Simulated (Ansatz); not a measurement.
## How much do the gradients of La₃ZrBi₅ depend on the method?

Cell: a refined structure from the COD whose atoms were relaxed with PBE, the cell held.

```cif
data_La3ZrBi5
_symmetry_space_group_name_H-M 'P6_3/mcm'
_symmetry_Int_Tables_number 193
_cell_length_a 9.7613
_cell_length_b 9.7613
_cell_length_c 6.5197
_cell_angle_alpha 90.000
_cell_angle_beta 90.000
_cell_angle_gamma 120.000
loop_
_atom_site_label
_atom_site_type_symbol
_atom_site_symmetry_multiplicity
_atom_site_Wyckoff_symbol
_atom_site_fract_x
_atom_site_fract_y
_atom_site_fract_z
La La 6 g 0.6179 0.0000 0.2500
Zr Zr 2 b 0.0000 0.0000 0.0000
Bi9 Bi 6 g 0.2631 0.0000 0.2500
Bi15 Bi 4 d 0.3333 0.6667 0.0000
```

One atom of each set is listed.

First run. Computed with Ansatz: DFT, PBE, plane waves and PAW, scalar-relativistic, 420 eV cutoff, Γ-centred 4×4×5 k-points, Fermi–Dirac smearing 0.05 eV.

```csv
site,V_zz (10²¹ V/m²),η
La,2.52,0.55
Zr,-6.48,0.00
Bi9,12.40,0.82
Bi15,59.7,0.00
```

Second run. The same atoms and settings, except that the functional is r2SCAN and the cutoff is 500 eV.

Q: What does the second run give?

A: 

```csv
site,V_zz,η,change of V_zz
La,2.98,0.30,+0.46
Zr,-6.58,0.00,-0.10
Bi9,13.19,0.44,+0.79
Bi15,72.7,0.00,+13.04
```

The largest change of V_zz is on Bi15, from 59.7 to 72.7. In per cent, |V_zz| changes by +19 on La, +2 on Zr, +6 to +22 on Bi (all sites that start above 2). Where |V_zz| stays above 0.1, η moves most on Bi9, from 0.82 to 0.44.

The run finds no gap above 0.1 eV (a metal, or nearly one), so the gradients can move by 10 % or more with the k-mesh. Spin–orbit coupling is left out, which shifts gradients on Bi by a few per cent in wide-gap crystals, and can shift them far more where the calculated gap is small or absent, as here.
